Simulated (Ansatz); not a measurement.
Relaxed BaTiO3 (cubic perovskite):

```xyz
5
Lattice="3.9940 0.0000 0.0000 0.0000 3.9940 0.0000 0.0000 0.0000 3.9940" Properties=species:S:1:pos:R:3 pbc="T T T"
Ba     0.0000     0.0000     0.0000
Ti     1.9970     1.9970     1.9970
O      0.0000     1.9970     1.9970
O      1.9970     1.9970     0.0000
O      1.9970     0.0000     1.9970
```

In each cell atom 5 (O, nearest neighbour Ti at 1.997 Å; its periodic images, 4.0 Å or more away, move with it) moves by s·(0.000, 0.000, 1.000) (along Cartesian z), the rest being held.

All values below come from r2SCAN (plane waves to 500 eV, PAW, scalar-relativistic; Ansatz, a first-principles code). k mesh 7×7×7 (Γ-centred), Fermi-Dirac smearing 0.05 eV. Energies are smeared free energies. BaTiO3 is run without spin polarisation. BaTiO3 was relaxed with its symmetry unable to fall. This is a high-temperature form of BaTiO3. ΔE is measured from the undisplaced structure.

| s (Å) | ΔE (meV/cell) |
|---|---|
| -0.200 | 119.2 |
| -0.160 | 75.9 |
| -0.120 | 42.5 |
| -0.080 | 18.9 |
| -0.040 | 4.7 |
| 0.000 | 0.0 |
| 0.040 | 4.7 |
| 0.080 | 18.9 |
| 0.120 | 42.5 |
| 0.160 | 75.9 |
| 0.200 | 119.2 |

What force constant k = d²E/ds² at s = 0 does the table give?

5.9 eV/Å². It is the second difference of the nearest points, corrected with the next pair.

With k = 5.88 eV/Å² from the forces, is the well harmonic out to s = 0.200 Å?

½ks² = 117.5 meV/cell against the computed 119.2 meV/cell, so the well is close to harmonic there.

(A displaced cell: forces are minus the slopes of the energy, force constants its curvatures, and phonons follow from these.)
